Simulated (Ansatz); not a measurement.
YF$_{3}$ in space group P-3c1 (No. 165; Y on 6f, F on 12g, F on 4d, F on 2a), PBEsol in the plane-wave PAW code Ansatz. The conduction-band minimum lies on the K–Γ line, 69 % of the way from K, with 6 equivalent valleys. Second derivatives d²E/dk² of the lowest band at one valley (eV·Å²), along Cartesian directions:

```
direction  d²E/dk²
---------  -------
[100]       0.6248
[010]       0.4501
[001]        2.156
[110]       0.6885
[101]        1.637
[011]        1.446
```

Find the principal effective masses, the density-of-states mass and the conductivity mass.

Off-diagonal terms follow from H_xy = H[110] − (H_xx + H_yy)/2, and m*/mₑ = 7.620 eV·Å² over each eigenvalue: 3.4, 12, 21. One valley's DOS mass (m₁m₂m₃)^(1/3) = 9.4, conductivity mass 3/(Σ 1/mᵢ) = 7.1 mₑ.

What effective density of states Nc follows at 300 K for parabolic valleys?

Nc = 2.509e19 × 6 × (9.4)^(3/2) ≈ 4.3e21 cm⁻³.

With the computed static dielectric constant 15.1 (mean of the diagonal), estimate a hydrogenic donor's binding energy and radius.

E = 13.606 eV × 7.1/15.1² ≈ 420 meV; a = 0.529 Å × ε/m* ≈ 1.1 Å. Semilocal masses tend to be too small when the gap is underestimated.

The workflow started from a Materials Project entry (that database holds measured and hypothetical structures alike); the Crystallography Open Database copy checked does not list it. COD files the formula under space group No. 62, 221. Whether it is the stable phase at ambient conditions was not checked. Symmetry was held in the PBEsol relaxation; its stability against distortions is not shown here. The run is not spin-polarised. Scalar-relativistic: spin–orbit coupling is off unless named, which matters more the heavier the elements.

Potentials: the later of the program's two PAW sets.
